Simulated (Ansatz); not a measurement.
# Relaxing an invented GdY₂O₂ structure

Theory: Ansatz, DFT PBE, scalar-relativistic, plane waves, PAW. Cutoff 420 eV, Gaussian smearing, Γ-centred meshes. Cell and atoms relax first on a coarse mesh and then on a finer one. In between, the cell is made exact in the group found at 0.06 Å. In metals the finer mesh still leaves noise of several meV/atom or more. The steps can't lower the symmetry of their start. Collinear spin, starting moments Gd 7.0 μB.

A trial structure of GdY₂O₂ was built thus: random cell by space group and Wyckoff sites (P6/mmm, No. 191). The dimensions are guesses.

```cif
data_structure
_symmetry_space_group_name_H-M 'P6/mmm'
_symmetry_Int_Tables_number 191
_cell_length_a 4.3978
_cell_length_b 4.3978
_cell_length_c 6.1680
_cell_angle_alpha 90.000
_cell_angle_beta 90.000
_cell_angle_gamma 120.000
_cell_volume 103.31
loop_
_atom_site_label
_atom_site_type_symbol
_atom_site_symmetry_multiplicity
_atom_site_Wyckoff_symbol
_atom_site_fract_x
_atom_site_fract_y
_atom_site_fract_z
_atom_site_occupancy
Y1 Y 2 d 0.33333 0.66667 0.50000 1
Gd1 Gd 1 b 0.00000 0.00000 0.50000 1
O1 O 2 e 0.00000 0.00000 0.82630 1
```

The zero of energy is the elements' standard structures at the same level (O₂ as a molecule); no fitted shifts are applied.

Question: Describe the relaxed structure.

Answer: The symmetry stays P6/mmm (No. 191). The volume per atom grows by 175.1 %, from 20.7 to 56.8 Å³. The shortest distance goes from 2.01 Å (Gd–O) to 1.93 Å (Gd–O). The energy falls by about 1.7 eV/atom (the start's value is from the coarse mesh). Conventional cell: a = 6.022 Å, c = 9.049 Å. Around Y lie 3 Gd at 3.48 Å, 3 Y at 3.48 Å and 6 O at 3.98 Å; around Gd lie 2 O at 1.93 Å and 6 Y at 3.48 Å; around O lie 1 Gd at 1.93 Å, 1 O at 3.86 Å and 6 Y at 3.98 Å.

```
CELL_PARAMETERS angstrom
6.02247 0.00000 0.00000
-3.01124 5.21561 0.00000
0.00000 0.00000 9.04938
ATOMIC_POSITIONS crystal
Y 0.33333 0.66667 0.50000
Y 0.66667 0.33333 0.50000
Gd 0.00000 0.00000 0.50000
O 0.00000 0.00000 0.71346
O 0.00000 0.00000 0.28654
```

Question: Give its energy and gap.

Answer: The energy over the elements is +0.04 eV/atom. The gap on the 6×6×4 mesh of the 5-atom cell is 0 eV (a metal). The net moment per atom is 1.07 μB and the moment by site is Y -0.2 (×2); Gd 6.2; O -0.3 (×2) μB.

A positive value: parting into the elements would lower its energy.

The last run used collinear spin and Gaussian smearing of 0.10 eV. Weakly bound directions are ill-defined at this level, which has no dispersion term. The 4f shell of Gd is treated without a Hubbard U, which places its levels poorly. Another magnetic order may lie lower. A structure relaxed within its symmetry needn't be a true minimum. Another cell of GdY2O2 relaxed alike, in P-3m1, lies 2.24 eV/atom lower, so this cell isn't the stable form at this level. Site moments count only spheres around the atoms; the net moment includes the space between them.
